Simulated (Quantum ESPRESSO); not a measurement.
# Hf3AlO7F: finding a planted mistake in a log

A calculation, not a measurement. The program is pw.x of Quantum ESPRESSO 7.5 (plane-wave density functional theory). The cell is made up: 12 atoms on a rutile lattice, with randomly drawn elements, strain and displacements, not relaxed. PseudoDojo standard norm-conserving files (v0.5 for PBE, v0.4.1 for LDA and PBEsol) set the functional; there is no spin polarisation, spin-orbit coupling or dispersion term, and the masses in the input are unused placeholders.

The hafnium pseudopotential is less sure than the others, with forces about 3 percent (worst 6) and pressure in oxides about 1.5 GPa (worst 2.7) from a second method in checks, which no rerun with the same files tests.

Intended input:

```
&control calculation='scf', pseudo_dir='./dojo.nc.sr.pbe.v0_5.standard.upf', outdir='./o', disk_io='low', tprnfor=.true., tstress=.true. /
&system ibrav=0, nat=12, ntyp=4, nbnd=50, ecutwfc=84.00895049, nosym=.true., tot_charge=0,
 occupations='smearing', smearing='fd', degauss=0.0018374661
/
&electrons conv_thr=7.350e-09, electron_maxstep=60, /
ATOMIC_SPECIES
Al 1.0 Al.upf
F 1.0 F.upf
Hf 1.0 Hf.upf
O 1.0 O.upf
CELL_PARAMETERS angstrom
4.8932 -0.0053 0.0104
-0.0053 4.7423 -0.0667
0.0138 -0.0882 6.2535
ATOMIC_POSITIONS angstrom
Hf 0.0455 -0.0292 -0.0225
Hf 2.4372 2.2967 1.5644
Al 0.0736 -0.0736 3.1045
Hf 2.4353 2.2679 4.6748
O 1.4646 1.4038 -0.0152
F 3.4451 3.2629 -0.0226
O 3.8874 0.8728 1.5441
O 0.9663 3.7937 1.4872
O 1.4778 1.3534 3.1156
O 3.4052 3.2901 3.065
O 4.0383 0.8548 4.703
O 0.9599 3.7412 4.5941
K_POINTS automatic
5 5 4 1 1 1
```

The log is shortened where brackets say so; the opening notice, blank lines, dates and the lines on written files are dropped, and the path of the files is cut. It prints rydbergs, bohrs and kilobars, and counts compression as positive stress. Where no state is partly filled, the Fermi energy that it prints is only some level between the filled and the empty states on the mesh, and need not lie in the true gap.

Log of the intended run:

```
     Program PWSCF v.7.5
     Parallel version (MPI & OpenMP), running on       4 processor cores
     Number of MPI processes:                 4
     Threads/MPI process:                     1
     [start-up lines left out]
     bravais-lattice index     =            0
     lattice parameter (alat)  =       9.2468  a.u.
     unit-cell volume          =     979.0684 (a.u.)^3
     number of atoms/cell      =           12
     number of atomic types    =            4
     number of electrons       =        88.00
     number of Kohn-Sham states=           50
     kinetic-energy cutoff     =      84.0090  Ry
     charge density cutoff     =     336.0358  Ry
     scf convergence threshold =      7.3E-09
     mixing beta               =       0.7000
     number of iterations used =            8  plain     mixing
     Exchange-correlation= PBE
                           (   1   4   3   4   0   0   0)
     [axes and pseudopotential details left out]
   Cartesian axes
     site n.     atom                  positions (alat units)
         1        Hf     tau(   1) = (   0.0092986  -0.0059674  -0.0045982  )
         2        Hf     tau(   2) = (   0.4980775   0.4693643   0.3197081  )
         3        Al     tau(   3) = (   0.0150412  -0.0150412   0.6344501  )
         4        Hf     tau(   4) = (   0.4976893   0.4634786   0.9553639  )
         5        O      tau(   5) = (   0.2993125   0.2868871  -0.0031063  )
         6        F      tau(   6) = (   0.7040567   0.6668214  -0.0046186  )
         7        O      tau(   7) = (   0.7944472   0.1783695   0.3155595  )
         8        O      tau(   8) = (   0.1974776   0.7752982   0.3039311  )
         9        O      tau(   9) = (   0.3020101   0.2765871   0.6367185  )
        10        O      tau(  10) = (   0.6959025   0.6723802   0.6263777  )
        11        O      tau(  11) = (   0.8252858   0.1746909   0.9611270  )
        12        O      tau(  12) = (   0.1961696   0.7645691   0.9388717  )
     number of k points=    50  Fermi-Dirac smearing, width (Ry)=  0.0018
                       cart. coord. in units 2pi/alat
        k(    1) = (   0.0999031   0.1046873   0.0990656), wk =   0.0400000
        k(    2) = (   0.0994902   0.1074388   0.2947243), wk =   0.0400000
     [further k points left out]
     Dense  grid:   101817 G-vectors     FFT dimensions: (  54,  54,  72)
     Estimated max dynamical RAM per process >     298.01 MB
     Estimated total dynamical RAM >       1.09 GB
     Initial potential from superposition of free atoms
     starting charge      87.9920, renormalised to      88.0000
     Starting wfcs are   66 randomized atomic wfcs
     total cpu time spent up to now is        7.2 secs
     per-process dynamical memory:   227.7 Mb
     Self-consistent Calculation
     iteration #  1     ecut=    84.01 Ry     beta= 0.70
     Davidson diagonalization with overlap
     ethr =  1.00E-02,  avg # of iterations =  2.0
     total cpu time spent up to now is       19.1 secs
     total energy              =    -623.54952078 Ry
     estimated scf accuracy    <       4.00890414 Ry
     iteration #  2     ecut=    84.01 Ry     beta= 0.70
     Davidson diagonalization with overlap
     ethr =  4.56E-03,  avg # of iterations =  3.6
     total cpu time spent up to now is       35.3 secs
     total energy              =    -623.74548032 Ry
     estimated scf accuracy    <       8.12332409 Ry
     [iterations 3 to 12 left out]
     iteration # 13     ecut=    84.01 Ry     beta= 0.70
     Davidson diagonalization with overlap
     ethr =  2.85E-10,  avg # of iterations =  2.0
     total cpu time spent up to now is      196.2 secs
     total energy              =    -625.50790889 Ry
     estimated scf accuracy    <       0.00000001 Ry
     iteration # 14     ecut=    84.01 Ry     beta= 0.70
     Davidson diagonalization with overlap
     ethr =  1.53E-11,  avg # of iterations =  4.1
     total cpu time spent up to now is      213.1 secs
     End of self-consistent calculation
     [lines on levels left out]
     the Fermi energy is    10.4253 ev
!    total energy              =    -625.50790889 Ry
     estimated scf accuracy    <          2.0E-09 Ry
     smearing contrib. (-TS)   =       0.00000000 Ry
     internal energy E=F+TS    =    -625.50790889 Ry
     The total energy is F=E-TS. E is the sum of the following terms:
     one-electron contribution =    -183.58951307 Ry
     hartree contribution      =     138.45006721 Ry
     xc contribution           =    -157.95077831 Ry
     ewald contribution        =    -422.41768472 Ry
     convergence has been achieved in  14 iterations
     Forces acting on atoms (cartesian axes, Ry/au):
     atom    1 type  3   force =     0.03889010    0.07493226    0.01594817
     atom    2 type  3   force =    -0.02939197   -0.03359338    0.14385790
     atom    3 type  1   force =    -0.01950985    0.00265261    0.00485711
     atom    4 type  3   force =    -0.02529138   -0.04982356   -0.16209275
     atom    5 type  4   force =     0.03240381    0.03176358   -0.01598844
     atom    6 type  2   force =    -0.00556035    0.00109493    0.00382635
     atom    7 type  4   force =     0.02876646   -0.01933570    0.00901372
     atom    8 type  4   force =    -0.01354983    0.00267420    0.02935858
     atom    9 type  4   force =    -0.00465133   -0.00833572    0.00209062
     atom   10 type  4   force =     0.01957664    0.00536396    0.02114331
     atom   11 type  4   force =    -0.03014776    0.00777921   -0.02868401
     atom   12 type  4   force =     0.00846546   -0.01517239   -0.02333058
     Total force =     0.261086     Total SCF correction =     0.000061
     Computing stress (Cartesian axis) and pressure
          total   stress  (Ry/bohr**3)                   (kbar)     P=       11.14
  -0.00010911   0.00021621   0.00006730          -16.05       31.81        9.90
   0.00021621   0.00008308   0.00016772           31.81       12.22       24.67
   0.00006730   0.00016772   0.00025314            9.90       24.67       37.24
     init_run     :      6.36s CPU      6.77s WALL (       1 calls)
     electrons    :    204.45s CPU    205.89s WALL (       1 calls)
     forces       :      2.99s CPU      3.02s WALL (       1 calls)
     stress       :     10.14s CPU     10.55s WALL (       1 calls)
     [timing details left out]
     PWSCF        :   3m44.52s CPU   3m46.88s WALL
     JOB DONE.
```

A second run was made from an input with one planted mistake. Its log:

```
     Program PWSCF v.7.5
     Parallel version (MPI & OpenMP), running on       4 processor cores
     Number of MPI processes:                 4
     Threads/MPI process:                     1
     [start-up lines left out]
     bravais-lattice index     =            0
     lattice parameter (alat)  =       9.2468  a.u.
     unit-cell volume          =     979.0684 (a.u.)^3
     number of atoms/cell      =           12
     number of atomic types    =            4
     number of electrons       =        89.00
     number of Kohn-Sham states=           51
     kinetic-energy cutoff     =      84.0090  Ry
     charge density cutoff     =     336.0358  Ry
     scf convergence threshold =      7.3E-09
     mixing beta               =       0.7000
     number of iterations used =            8  plain     mixing
     Exchange-correlation= PBE
                           (   1   4   3   4   0   0   0)
     [axes and pseudopotential details left out]
   Cartesian axes
     site n.     atom                  positions (alat units)
         1        Hf     tau(   1) = (   0.0092986  -0.0059674  -0.0045982  )
         2        Hf     tau(   2) = (   0.4980775   0.4693643   0.3197081  )
         3        Al     tau(   3) = (   0.0150412  -0.0150412   0.6344501  )
         4        Hf     tau(   4) = (   0.4976893   0.4634786   0.9553639  )
         5        O      tau(   5) = (   0.2993125   0.2868871  -0.0031063  )
         6        F      tau(   6) = (   0.7040567   0.6668214  -0.0046186  )
         7        O      tau(   7) = (   0.7944472   0.1783695   0.3155595  )
         8        O      tau(   8) = (   0.1974776   0.7752982   0.3039311  )
         9        O      tau(   9) = (   0.3020101   0.2765871   0.6367185  )
        10        O      tau(  10) = (   0.6959025   0.6723802   0.6263777  )
        11        O      tau(  11) = (   0.8252858   0.1746909   0.9611270  )
        12        O      tau(  12) = (   0.1961696   0.7645691   0.9388717  )
     number of k points=    50  Fermi-Dirac smearing, width (Ry)=  0.0018
                       cart. coord. in units 2pi/alat
        k(    1) = (   0.0999031   0.1046873   0.0990656), wk =   0.0400000
        k(    2) = (   0.0994902   0.1074388   0.2947243), wk =   0.0400000
     [further k points left out]
     Dense  grid:   101817 G-vectors     FFT dimensions: (  54,  54,  72)
     Estimated max dynamical RAM per process >     301.53 MB
     Estimated total dynamical RAM >       1.11 GB
     Initial potential from superposition of free atoms
     starting charge      87.9920, renormalised to      89.0000
     Starting wfcs are   66 randomized atomic wfcs
     total cpu time spent up to now is        9.5 secs
     per-process dynamical memory:   237.6 Mb
     Self-consistent Calculation
     iteration #  1     ecut=    84.01 Ry     beta= 0.70
     Davidson diagonalization with overlap
     ethr =  1.00E-02,  avg # of iterations =  2.0
     total cpu time spent up to now is       26.3 secs
     total energy              =    -622.91769784 Ry
     estimated scf accuracy    <       3.33446709 Ry
     iteration #  2     ecut=    84.01 Ry     beta= 0.70
     Davidson diagonalization with overlap
     ethr =  3.75E-03,  avg # of iterations =  4.0
     total cpu time spent up to now is       45.8 secs
     total energy              =    -623.13214334 Ry
     estimated scf accuracy    <       6.97044399 Ry
     [iterations 3 to 12 left out]
     iteration # 13     ecut=    84.01 Ry     beta= 0.70
     Davidson diagonalization with overlap
     ethr =  3.29E-10,  avg # of iterations =  3.0
     total cpu time spent up to now is      254.3 secs
     total energy              =    -624.59626086 Ry
     estimated scf accuracy    <       0.00000006 Ry
     iteration # 14     ecut=    84.01 Ry     beta= 0.70
     Davidson diagonalization with overlap
     ethr =  7.14E-11,  avg # of iterations =  3.4
     total cpu time spent up to now is      269.7 secs
     End of self-consistent calculation
     [lines on levels left out]
     the Fermi energy is    12.8075 ev
!    total energy              =    -624.59626087 Ry
     estimated scf accuracy    <          2.7E-09 Ry
     smearing contrib. (-TS)   =      -0.00030309 Ry
     internal energy E=F+TS    =    -624.59595778 Ry
     The total energy is F=E-TS. E is the sum of the following terms:
     one-electron contribution =    -182.66664003 Ry
     hartree contribution      =     139.39179057 Ry
     xc contribution           =    -158.90342360 Ry
     ewald contribution        =    -422.41768472 Ry
     convergence has been achieved in  14 iterations
     Forces acting on atoms (cartesian axes, Ry/au):
     atom    1 type  3   force =     0.04648540    0.07918121    0.00987975
     atom    2 type  3   force =    -0.02246316   -0.01959698    0.11831811
     atom    3 type  1   force =    -0.01986330    0.00316324    0.00686825
     atom    4 type  3   force =    -0.01075927   -0.03058556   -0.13979985
     atom    5 type  4   force =    -0.01610588   -0.02076950   -0.01020535
     atom    6 type  2   force =     0.02403474    0.02445764    0.01389979
     atom    7 type  4   force =     0.03535409   -0.02631845    0.01152439
     atom    8 type  4   force =    -0.01915003    0.00574983    0.03493935
     atom    9 type  4   force =    -0.04614152   -0.04752913   -0.00374314
     atom   10 type  4   force =     0.05191437    0.03879746    0.01900995
     atom   11 type  4   force =    -0.02416190    0.00256691   -0.03010448
     atom   12 type  4   force =     0.00085646   -0.00911667   -0.03058679
     Total force =     0.248601     Total SCF correction =     0.000132
     Computing stress (Cartesian axis) and pressure
          total   stress  (Ry/bohr**3)                   (kbar)     P=      196.11
   0.00125297   0.00032949   0.00006911          184.32       48.47       10.17
   0.00032949   0.00144034   0.00016365           48.47      211.88       24.07
   0.00006911   0.00016365   0.00130610           10.17       24.07      192.13
     init_run     :      8.70s CPU      9.27s WALL (       1 calls)
     electrons    :    257.22s CPU    260.30s WALL (       1 calls)
     forces       :      3.41s CPU      3.46s WALL (       1 calls)
     stress       :     12.13s CPU     12.63s WALL (       1 calls)
     [timing details left out]
     PWSCF        :   4m41.77s CPU   4m46.18s WALL
     JOB DONE.
```

Question: what was wrong in the second input?

Answer: the cell has the wrong charge. The input lines that differ, file-writing options aside:

```
- &system ibrav=0, nat=12, ntyp=4, nbnd=50, ecutwfc=84.00895049, nosym=.true., tot_charge=0,
+ &system ibrav=0, nat=12, ntyp=4, nbnd=51, ecutwfc=84.00895049, nosym=.true., tot_charge=-1,
```

|  | intended run | run with the mistake |
| --- | --- | --- |
| free energy (eV) | -8510.469 | -8498.065 |
| smearing term -TS (eV) | 0.0000 | -0.0041 |
| pressure (GPa) | 1.11 | 19.61 |
| largest force component (eV/Å) | 4.168 | 3.594 |
| largest change of a force component (eV/Å) |  | 1.351 |
| iterations | 14 | 14 |

For scale, a rerun of the intended cell at a cutoff of 1437 eV and k mesh 7 x 7 x 6 moved values by no more than 0.004 eV in energy, 0.03 GPa in stress and 0.003 eV/Å in force. The charged cell sits in a uniform background, so its energy and stress rest on the program's zero of potential. The number of bands, nbnd, was set by rule from the electron count and the smearing, so it follows the mistake.